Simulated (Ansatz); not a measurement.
LaSi$_{2}$Ru in space group P2_1/m (No. 11; La on 2e, Si on 2e, Si on 2e, Ru on 2e), the program Ansatz at the PBE level (PAW), all energies at zero smearing, with the estimated change up to a 700 eV cutoff added, with one set of potentials and settings (totals compare only within such a set). Cell of 8 atoms (2 La, 4 Si, 2 Ru): -26807.405 eV.

```csv
element,reference phase,E (eV/atom)
La,"P6_3/mmc, 4 atoms in the cell",-6250.0953
Si,"Fd-3m, 2 atoms in the cell",-635.8096
Ru,"P6_3/mmc, 2 atoms in the cell",-5878.6876
```

Formation energy per atom, worked out: (-26807.405 − 2×(-6250.0953) − 4×(-635.8096) − 2×(-5878.6876))/8 = -0.825 eV/atom (-80 kJ per mol of atoms), at 0 K, without zero-point energy or fitted corrections.

The first step of the workflow began from a Materials Project structure, measured or hypothetical; the Crystallography Open Database copy checked does not list it. Whether it is the stable phase at ambient conditions was not checked. The PBE relaxation kept the symmetry of its start; whether a distortion lowers the energy is not shown. No spin polarisation was allowed. The references are the lowest solids computed at this level, not always the standard phases. Scalar-relativistic: spin–orbit coupling is off unless named, which matters more the heavier the elements.

Potentials: the later of the program's two PAW sets.
